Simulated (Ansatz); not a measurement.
Ca (Fm-3m): from strained cells to moduli

```
CELL_PARAMETERS angstrom
0.00000 2.72779 2.72779
2.72779 0.00000 2.72779
2.72779 2.72779 0.00000
ATOMIC_POSITIONS crystal
Ca 0.00000 0.00000 0.00000
```

Conventional cell: a = 5.456 Å, b = 5.456 Å, c = 5.456 Å, α = 90.00°, β = 90.00°, γ = 90.00°. Ca (atom 1) is surrounded by 12 Ca at 3.86 Å.

Level of theory, where no other is named: PBEsol, all-electron LAPW in Ansatz 0.2.0, scalar-relativistic. k mesh 18×18×18, Fermi-Dirac smearing of 0.080 eV, basis error target 0.5 meV/atom. The cell was relaxed by PAW under this functional, which moved its volume by -7 % from the database entry's.

The cell is cubic and carries a residual pressure of 0.00 GPa at this level. Each strain component that symmetry leaves independent is applied at ±0.008, the ions relax wherever a strain frees them, and the stress (tension positive, GPa) is read. Shears are engineering strains, γ = 2ε.

```tsv
strain	size	σxx	σyy	σzz	σyz	σxz	σxy
xx	-0.008	-0.1860	-0.1285	-0.1285	0.0000	0.0000	0.0000
xx	+0.008	0.1826	0.1207	0.1207	0.0000	0.0000	0.0000
yz	-0.008	0.0001	-0.0019	-0.0019	-0.1249	0.0000	0.0000
yz	+0.008	0.0001	-0.0019	-0.0019	0.1249	0.0000	0.0000
```

A central difference gives one constant, for example C11 ≈ (0.1826 − (-0.1860))/(0.016) = 23.0 GPa; the program then imposes the crystal's symmetry on the whole matrix.

**Question.** What are the independent elastic constants?

**Answer.** C11 = 23.0, C12 = 15.6, C44 = 15.6 GPa.

**Question.** Do they meet the Born conditions?

**Answer.** C11 − C12 = 7.5, C11 + 2C12 = 54.2 and C44 = 15.6 GPa must all be positive, so the crystal is elastically stable; that says nothing yet of its phonons.

**Question.** What moduli does a random aggregate of grains have?

**Answer.** B = (C11 + 2C12)/3 = 18.1 GPa. G_V = (C11 − C12 + 3C44)/5 = 10.9 and G_R = 5(C11 − C12)C44/(4C44 + 3(C11 − C12)) = 6.9, so G_H = 8.9 GPa. Then E = 9BG/(3B + G) = 22.8 GPa, ν = (3B − 2G)/(6B + 2G) = 0.289 and B/G = 2.04, on the ductile side of Pugh's 1.75 (a rule of thumb).

**Question.** With the density of 1.639 g/cm³, how fast does sound travel, and what Debye temperature follows?

**Answer.** 

| direction | slow (m/s) | middle (m/s) | fast (m/s) |
| --- | --- | --- | --- |
| [100] | 3085 | 3085 | 3748 |
| [110] | 1509 | 3085 | 4615 |
| [111] | 2166 | 2166 | 4869 |

The mean of v⁻³ over directions and branches gives v_m = 2498 m/s and θ_D = (ħ/k_B) v_m (6π²n)^(1/3) = 216 K, n being atoms per volume. Young's modulus spans 10 to 36 GPa over directions, and the universal anisotropy index is 2.91.

**Question.** How far do the constants move if PAW replaces LAPW in the same cell?

**Answer.** 

```
constant  LAPW (GPa)  PAW (GPa)  difference
     C11        23.0       23.0         0.0
     C12        15.6       15.6         0.0
     C44        15.6       15.6         0.0
```

**Question.** What happens at 20 GPa (cell relaxed there)?

**Answer.** The volume falls to 0.5993 of its value, and C11 = 65.5, C12 = 66.5, C44 = 28.8 GPa (slopes of the stress), in this structure whether or not another phase takes over. The matrix has a negative eigenvalue there, so the lattice is mechanically unstable at that pressure.

Caveats: responses of metals move with mesh and smearing; the frozen-core PAW files of the compared runs were fitted under PBE, their cores solved anew for this functional.
